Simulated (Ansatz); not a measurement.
HfC:
```
HfC
1.0
    0.00000     2.32033     2.32033
    2.32033     0.00000     2.32033
    2.32033     2.32033     0.00000
C Hf
1 1
Direct
  0.00000   0.00000   0.00000
  0.50000   0.50000   0.50000
```

Relaxed with r²SCAN.

Q: Map the valence electron density (e/Å³), cut off at 4 on the plane through (0.000, 0.000, 0.000) spanned by u = [1, 0, 0] and v = [0, 1, -1] in lattice vectors, from the program Ansatz at the r²SCAN level (PAW).

A: x is the fraction of u, y of v (the angle between them is 90°; rows are the nearest grid lines); atoms in the plane: C at (0.00, 0.00), Hf at (0.50, 0.50).
```
|33321000000012333|
|33321000000012333|
|33211000000011233|
|22110000100001122|
|11100124442100111|
|00001389998310000|
|00002899999820000|
|00004999999940000|
|00004999999940000|
|00004999999940000|
|00002899999820000|
|00001389998310000|
|11100124442100111|
|22110000100001122|
|33211000000011233|
|33321000000012333|
|33321000000012333|
```
Scale: ten equal steps from 0.178 (start of '0') to 4.00 (end of '9'), in the order '0123456789'; x runs from 0.000 to 1.00, y from 0.000 (bottom) to 1.00 (top).

The density is the valence pseudo-density with augmentation charge, so density and ELF within about 1 Å of a nucleus are not all-electron values.

Space group Fm-3m (rock salt). The r²SCAN relaxation kept the symmetry of its start; of distortions, only those at the zone centre were tested. No spin polarisation was allowed. Spin–orbit coupling is left out wherever it is not named.

Potentials: the later of the program's two PAW sets.
